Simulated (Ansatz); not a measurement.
# ScTaN and the effect of the functional

The cell as given:

Space group P-3m1 (No. 164). a = 3.085 Å, b = 3.085 Å, c = 10.340 Å, α = 90.00°, β = 90.00°, γ = 120.00°
| atom | site | symmetry | x | y | z |
| --- | --- | --- | --- | --- | --- |
| Ta | 2d | 3m. | 0.3333 | 0.6667 | 0.2456 |
| Sc | 1a | -3m. | 0.0000 | 0.0000 | 0.0000 |
| Sc | 1b | -3m. | 0.0000 | 0.0000 | 0.5000 |
| N | 2d | 3m. | 0.3333 | 0.6667 | 0.6298 |

The cell comes from a database or a generator and needn't be the stable form of this composition.

Kept alike: task relaxation of cell and atoms; k mesh 10 × 10 × 3; occupations fermi-dirac, width 0.05 eV; no spin polarisation. Program: Ansatz, Ansatz PAW. Cutoffs run from 420 to 500 eV. The mesh is that of the run's cell of 6 atoms. No spin-orbit coupling.

| functional | volume (Å³/atom) | first edge of the run's cell (Å) | third edge of the run's cell (Å) |
| --- | --- | --- | --- |
| LDA | 13.407 | 3.029 | 10.121 |
| PBE | 14.170 | 3.084 | 10.320 |
| PBEsol | 13.740 | 3.053 | 10.211 |
| r2SCAN | 14.021 | 3.071 | 10.297 |

The relaxations keep at least the cell's symmetry (P-3m1). For a metal such a mesh leaves the last digits unconverged. Relaxations stop with a little pressure left, so the last digits of a volume or edge aren't settled. Ansatz's relaxations hold a Pulay term in the stress (up to 0.3 GPa here). All rows use potentials made for PBE.

The volume runs from 13.407 (LDA) to 14.170 Å³/atom (PBE). From PBE: LDA -0.763; PBEsol -0.430; r2SCAN -0.149. The first edge of the run's cell runs from 3.029 (LDA) to 3.084 Å (PBE). From PBE: LDA -0.055; PBEsol -0.031; r2SCAN -0.013. The third edge of the run's cell runs from 10.121 (LDA) to 10.320 Å (PBE). From PBE: LDA -0.199; PBEsol -0.109; r2SCAN -0.023.
